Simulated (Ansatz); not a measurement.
# Frozen-phonon scan for CsCdCl3 (cubic perovskite)

CsCdCl3 (cubic perovskite)

```xyz
10
Lattice="10.2262 0.0000 0.0000 5.1131 5.1131 0.0000 0.0000 0.0000 5.1131" Properties=species:S:1:pos:R:3 pbc="T T T"
Cs     0.0000     0.0000     0.0000
Cs     5.1131     0.0000     0.0000
Cd    12.7828     2.5566     2.5566
Cd     7.6697     2.5566     2.5566
Cl    10.2262     2.5566     2.5566
Cl     5.1131     2.5566     2.5566
Cl     2.5566     0.0000     2.5566
Cl     7.6697     0.0000     2.5566
Cl    12.7828     2.5566     0.0000
Cl     7.6697     2.5566     0.0000
```

A phonon eigenvector at M = (0.5, 0.5, 0.0) is frozen into this cell: atom i moves by Q times the vector below, so Q is the largest atomic displacement, in Å. The cell is held. It is one choice among 2 degenerate patterns. (q is in reciprocal vectors of the primitive cell; the cell shown is doubled to hold the pattern.)

```
atom       x       y      z
----  ------  ------  -----
Cs1   -0.135   0.000  0.000
Cs2    0.135   0.000  0.000
Cd3    0.000   1.000  0.000
Cd4    0.000  -1.000  0.000
Cl9    0.000  -0.083  0.000
Cl10   0.000   0.083  0.000
```

Atoms not listed stay in place.

The numbers are results of LDA (plane waves to 420 eV, PAW, scalar-relativistic; Ansatz, an electronic-structure program), not measurements. k mesh 7×7×7 (Γ-centred), Fermi-Dirac smearing 0.05 eV. E stands for the smeared free energy. Compression counts positive. CsCdCl3 was relaxed with its symmetry unable to fall. ΔE is measured from the undisplaced structure.

```tsv
Q (Å)	ΔE (meV/cell)	P (GPa)	−dE/dQ from forces (eV/Å)
-0.100	82.6	0.12	1.675
-0.083	57.1	0.09	1.383
-0.067	36.4	0.06	1.099
-0.050	20.4	0.03	0.820
-0.033	9.1	0.02	0.544
-0.017	2.3	0.01	0.272
0.000	0.0	0.00	0.000
0.017	2.3	0.01	-0.272
0.033	9.1	0.02	-0.544
0.050	20.4	0.03	-0.820
0.067	36.4	0.06	-1.099
0.083	57.1	0.09	-1.383
0.100	82.6	0.12	-1.675
```

What the scan shows:

| Item | Value |
|---|---|
| Energy at Q = 0.100 Å | 82.6 meV/cell |
| Space group of the distorted cell | Cmmm (No. 65), lowered from Pm-3m |
| Symmetry of the curve | even: the same for both signs |
| Shape of the curve | a single well with its minimum at or next to zero displacement |
| Harmonic wavenumber from the curvature (finite differences) | 139 cm⁻¹ |
| Wavenumber by perturbation theory (DFPT, on another k mesh) | 139 cm⁻¹ |

The 13 points together took about 15 core-minutes (a rough figure).

(A displaced cell: forces are minus the slopes of the energy, force constants its curvatures, and phonons follow from these.)
